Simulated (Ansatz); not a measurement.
Zr2TlC:
```
CELL_PARAMETERS angstrom
      3.34567     0.00000     0.00000
     -1.67283     2.89743     0.00000
      0.00000     0.00000    14.90965
ATOMIC_POSITIONS crystal
  Zr 0.33333 0.66667 0.58194
  Zr 0.66667 0.33333 0.41806
  Zr 0.66667 0.33333 0.08194
  Zr 0.33333 0.66667 0.91806
  Tl 0.33333 0.66667 0.25000
  Tl 0.66667 0.33333 0.75000
  C  0.00000 0.00000 0.00000
  C  0.00000 0.00000 0.50000
```

Relaxed with PBEsol. Special points in fractions of this cell's reciprocal vectors: Γ (0.000, 0.000, 0.000); M (0.500, 0.000, 0.000); K (0.333, 0.333, 0.000); A (0.000, 0.000, 0.500); L (0.500, 0.000, 0.500); H (0.333, 0.333, 0.500).

Problem. List the band energies nearest the Fermi level at these points for the program Ansatz at the PBEsol level (PAW).

Solution. In eV from the Fermi level; about four levels below and three above (degenerate sets whole), none deeper than 8.9 eV; points with the same levels are listed once.

```
k                                below                          above
-  -----------------------------------  -----------------------------
Γ              -2.71 -2.71 -2.14 -1.42  0.65 0.89 1.00 1.00 1.00 1.00
M              -1.56 -1.45 -0.62 -0.58                 2.70 2.75 3.22
K              -0.81 -0.81 -0.47 -0.47                 0.12 1.37 1.37
A  -2.72 -2.72 -2.72 -2.72 -1.78 -1.78  0.79 0.79 1.00 1.00 1.00 1.00
L              -1.49 -1.49 -0.60 -0.60            2.97 2.97 3.01 3.01
H              -0.92 -0.92 -0.34 -0.34            0.81 0.81 1.26 1.26
```

Space group P6_3/mmc. The first step of the workflow began from a Materials Project structure, measured or hypothetical; the Crystallography Open Database copy checked does not list it. Whether it is the stable phase at ambient conditions was not checked. The cell was relaxed with PBEsol under the symmetry of its start; of distortions, only those at the zone centre were tested. The run is not spin-polarised. Scalar-relativistic: spin–orbit coupling is off unless named, which matters more the heavier the elements.

Potentials: the earlier of the program's two PAW sets.
